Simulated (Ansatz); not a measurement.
Ag$_{2}$S:
```xyz
6
Lattice="3.4667 2.3263 0.0000 -3.4667 2.3263 0.0000 -0.0018 0.0000 7.2117" Properties=species:S:1:pos:R:3 pbc="T T T"
Ag     0.0000     2.3263     0.0000
Ag    -2.7274     2.3263     1.8028
Ag     2.7256     2.3263     5.4088
Ag    -0.0009     2.3263     3.6058
S     -1.5736     2.3263     5.4084
S      1.5717     2.3263     1.8032
```

Relaxed with PBEsol. Independent-particle spectrum: no excitons, no local fields, no scissors shift; 0.1 eV broadening; ε₁ of the summed bands alone.

Task: Tabulate the dielectric function from PBEsol in the plane-wave PAW code Ansatz.

Result: 

```csv
E (eV),ε₁ xx,ε₂ xx,ε₁ yy,ε₂ yy,ε₁ zz,ε₂ zz
0.0,11.12,0.00,12.24,0.00,9.42,0.00
0.4,11.29,0.00,12.52,0.00,9.53,0.00
0.8,11.89,0.00,13.73,0.02,9.88,0.00
1.2,13.24,0.03,14.15,2.19,10.65,0.02
1.6,16.64,1.12,17.15,1.81,12.41,0.68
2.0,20.06,9.50,20.23,8.31,13.88,3.19
2.4,11.86,13.91,15.13,19.74,13.85,5.47
2.8,5.33,14.37,1.81,15.78,13.00,9.17
3.2,2.68,9.44,1.68,10.79,9.59,12.08
3.6,3.65,7.46,1.52,7.42,5.03,12.55
4.0,4.83,6.82,2.45,7.39,2.58,8.32
4.4,5.04,7.83,3.47,7.54,4.48,8.16
4.8,3.78,10.16,0.87,8.16,2.51,10.46
5.2,-0.38,10.29,1.00,6.59,-0.58,9.04
5.6,0.08,7.44,0.56,6.78,-0.67,6.72
6.0,-0.67,6.88,0.21,5.75,-0.04,5.92
6.4,-0.23,5.39,1.34,5.63,-0.47,5.71
6.8,-0.33,6.36,0.58,6.18,-0.11,5.08
7.2,-0.62,5.55,-0.15,5.96,-0.66,5.12
7.6,-1.08,5.19,-1.00,5.30,-0.91,4.36
8.0,-1.67,4.21,-1.29,4.43,-1.10,3.68
8.4,-1.25,3.52,-1.18,3.69,-0.63,3.10
8.8,-1.48,3.16,-1.02,3.44,-0.31,3.18
9.2,-1.09,2.51,-0.97,2.94,-0.43,2.99
9.6,-0.64,2.73,-0.74,2.82,-0.60,3.13
10.0,-0.93,2.48,-0.65,2.83,-0.83,2.67
10.4,-0.97,2.11,-0.96,2.45,-0.93,2.13
10.8,-0.70,1.80,-0.78,2.02,-0.59,1.64
11.2,-0.52,1.64,-0.65,1.96,-0.22,1.68
11.6,-0.36,1.49,-0.58,1.68,-0.20,1.61
12.0,-0.09,1.45,-0.36,1.56,-0.10,1.48
```

Task: From ε at 1.9 eV (xx: 20.29 + 6.05i), find n, k, the normal reflectivity and the absorption coefficient.

Result: n = 4.55, k = 0.664, R = 42 %, α = 2kE/ħc = 130000 cm⁻¹.

With all bands, ε∞ without local fields is 11.4 (xx), 12.5 (yy), 9.71 (zz). DFPT, with local fields, gives 10.7 (xx), 12.0 (yy), 9.06 (zz).

Space group Cmcm. The first step of the workflow began from a Materials Project structure, measured or hypothetical; the Crystallography Open Database copy checked does not list it. COD files the formula under space group No. 4, 14, so this cell is another polymorph or a model. Its standing as an ambient phase is unchecked. Symmetry was held in the PBEsol relaxation; whether a distortion lowers the energy is not shown. No spin polarisation was allowed. Scalar-relativistic: spin–orbit coupling is off unless named, which matters more the heavier the elements.

Potentials: the later of the program's two PAW sets.
